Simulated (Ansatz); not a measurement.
A geometry of WS₂ away from equilibrium: the start of the relaxation of a generated cell, WS2 built in the pyrite structure type. These are r2SCAN (plane waves to 500 eV, PAW, scalar-relativistic; Ansatz, an electronic-structure program) values and carry that method's errors. Γ-centred k-mesh 5×5×5 on the run's cell, Fermi–Dirac smearing 0.05 eV.

```xyz
12
Lattice="5.9722 0.0000 0.0000 0.0000 5.9722 0.0000 0.0000 0.0000 5.9722" Properties=species:S:1:pos:R:3 pbc="T T T"
W      0.0000     0.0000     0.0000
W      2.9861     2.9861     0.0000
W      0.0000     2.9861     2.9861
W      2.9861     0.0000     2.9861
S      2.2999     2.2999     2.2999
S      5.2860     0.6862     3.6723
S      3.6723     5.2860     0.6862
S      0.6862     3.6723     5.2860
S      3.6723     3.6723     3.6723
S      0.6862     5.2860     2.2999
S      2.2999     0.6862     5.2860
S      5.2860     2.2999     0.6862
```

Problem. Which atoms carry the largest force, and which way does it point?

Solution. 1.48 eV/Å, on S5, S6, S7, S8, S9, S10, S11, S12 (atoms numbered as listed); on S5 its components are (-0.85, -0.85, -0.85).

Problem. What is the pressure?

Solution. -9.4 GPa, compression positive.

Problem. How far above the relaxed end point is this geometry?

Solution. 0.17 eV/atom; the path ends in Pa-3 (No. 205).

No spin polarisation in the result. A magnetic state may lie lower.

The run could not lose the symmetry of its start: the end is stationary, and may be a saddle point rather than a minimum.

The end of the path is a generated cell of WS2: the first start was made by placing the elements on the sites of a structure type, and the end was not matched to a known phase here, so it may be hypothetical. Known forms of WS2 include space group No. 194.
